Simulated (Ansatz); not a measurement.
Here is an unrelaxed guess for SiF.

```xyz
6
Lattice="4.5459 0.0000 0.0000 0.0000 4.5459 0.0000 0.0000 0.0000 4.5459" Properties=species:S:1:pos:R:3 pbc="T T T"
Si    2.2729    0.0000    0.0000
Si    0.0000    2.2729    0.0000
Si    0.0000    0.0000    2.2729
F     0.0000    2.2729    2.2729
F     2.2729    0.0000    2.2729
F     2.2729    2.2729    0.0000
```

These are results of Ansatz 0.2.0, DFT PBE, scalar-relativistic, plane waves, PAW, not measurements. Plane waves to 420 eV, a k mesh through Γ of 4×4×4 on the computed 6-atom cell and Gaussian smearing (0.10 eV); no spin polarisation.

The zero of energy is the elements' standard structures at the same level (F₂ as a molecule); no fitted shifts are applied.

**Question.** How far from equilibrium is it?

**Answer.** The pressure is -1.2 GPa (it wants to contract), the largest force is 0.00 eV/Å (symmetry fixes the atoms), and the energy is −0.65 eV/atom against the elements. The shortest distance is 2.27 Å.

**Question.** How much does it gain on relaxing, and where does it end?

**Answer.** Relaxing gains under 0.1 eV/atom (the start's value is from the coarse mesh, so the gain is rough) in 7 ionic steps and ends at −0.66 eV/atom on the finer mesh. The symmetry stays Pm-3m (No. 221). The volume per atom shrinks by 2.0 %, from 15.7 to 15.3 Å³. The shortest distance goes from 2.27 Å (Si–F) to 2.26 Å (Si–F). Conventional cell: a = 4.515 Å. Si has 4 F at 2.26 Å; F is surrounded by 4 Si at 2.26 Å.

The last run used an 8×8×8 mesh for its 6-atom cell and Gaussian smearing of 0.10 eV. An odd number of electrons in the primitive cell allows no gap without spin; a larger cell or a magnetic state could open one. The cell is a metal run without spin; a magnetic state may lie lower. The relaxation can't lower the symmetry of the start. Symmetry constrained the relaxation, so the result can be a saddle point.
